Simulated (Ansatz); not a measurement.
Theory: Ansatz 0.2.0, DFT PBE, scalar-relativistic, plane waves, PAW. Settings: cutoff 420 eV, Γ-centred meshes spaced at most about 0.3 Å⁻¹, and about 0.25 Å⁻¹ or finer for metals (2π included), Gaussian smearing. No spin polarisation in the final relaxations.

These are static total energies at zero pressure.

Compare these two cells of Ga2SiS, each relaxed at this level.

A.

```yaml
crystal:
  lattice:
    - [3.57070, 0.00000, 0.00000]
    - [-1.78535, 3.09232, 0.00000]
    - [0.00000, 0.00000, 6.60180]
  atoms:
    - { symbol: Ga, position: [0.66667, 0.33333, 0.25261] }
    - { symbol: Ga, position: [0.66667, 0.33333, 0.74739] }
    - { symbol: Si, position: [0.00000, 0.00000, 0.50000] }
    - { symbol: S, position: [0.33333, 0.66667, 0.00000] }
```

B.

```yaml
crystal:
  lattice:
    - [3.74626, 0.00000, 0.00000]
    - [0.00000, 3.74626, 0.00000]
    - [0.00000, 0.00000, 5.30437]
  atoms:
    - { symbol: Ga, position: [0.50000, 0.00000, 0.50000] }
    - { symbol: Ga, position: [0.00000, 0.50000, 0.50000] }
    - { symbol: Si, position: [0.00000, 0.00000, 0.00000] }
    - { symbol: S, position: [0.50000, 0.50000, 0.00000] }
```

**Question.** Which would you expect to be lower, and how large is the difference?

**Answer.** A is lower, by 210 meV/atom. A has space group P-6m2 (No. 187), 18.2 Å³/atom and no gap on its mesh; B has space group P4/mmm (No. 123), 18.6 Å³/atom and no gap. Counting S or Si atoms around Ga (for each partner element, those within 1.25 times its shortest distance or 1.15 times the sum of covalent radii, where it is the nearest in units of that sum or under 1.3; the shortest distance is added where it exceeds 1.18 times the sum of covalent radii), A has Ga 6 and B has Ga 4 from 3.2 Å. In A, Ga is surrounded by 3 Si at 2.63 Å and 3 S at 2.65 Å; Si has 6 Ga at 2.63 Å; around S lie 6 Ga at 2.65 Å. In B, Ga has 4 Ga at 2.65 Å; Si is surrounded by 4 S at 2.65 Å; S is surrounded by 4 Si at 2.65 Å. Both come from invented guesses. A third cell relaxed alike, in P-4m2, lies 258 meV/atom below the lower of the two.

Cells relaxed within their symmetry can be saddle points.
